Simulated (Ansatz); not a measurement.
Relaxed-ion elastic tensor of TiO$_{2}$ (anatase, I4_1/amd) in GPa (Voigt order), the program Ansatz at the PBEsol level (PAW); density 3.91 g/cm³, 11.32 Å³ per atom.

```
 356   157   151   0.0   0.0   0.0
 157   356   151   0.0   0.0   0.0
 151   151   195   0.0   0.0   0.0
 0.0   0.0   0.0  46.5   0.0   0.0
 0.0   0.0   0.0   0.0  46.5   0.0
 0.0   0.0   0.0   0.0   0.0  60.4
```

Q: Is the crystal mechanically stable?

A: Yes: the smallest eigenvalue of C is 46.5 GPa.

Q: Work out the Voigt, Reuss and Hill averages.

A: K_V = 203, K_R = 182, K_H = 192; G_V = 60.7, G_R = 54.4, G_H = 57.6 GPa.

Q: Give Young's modulus, Poisson's ratio, Pugh's ratio and the universal anisotropy index.

A: E = 9KG/(3K + G) = 157 GPa; ν = 0.36; K/G = 3.34 (ductile by the Pugh limit of 1.75); A_U = 5G_V/G_R + K_V/K_R − 6 = 0.69.

Q: Estimate the sound speeds and the Debye temperature.

A: v_l = √((K + 4G/3)/ρ) = 8300 m/s, v_t = √(G/ρ) = 3840 m/s, mean 4320 m/s; Θ = (h/k)(3n/4πV)^(1/3) v_m = 573 K.

Q: How much does each axis shrink under pressure?

A: Linear compressibilities β_i = Σ_j S_ij (j = 1 to 3): x 0.81, y 0.81, z 3.9 per TPa.

Symmetry was held in the PBEsol relaxation. No spin polarisation was allowed.

Potentials: the earlier of the program's two PAW sets. The files were generated under PBE; for other functionals the program regenerates the frozen cores, and for LDA and PBEsol the local potential too.
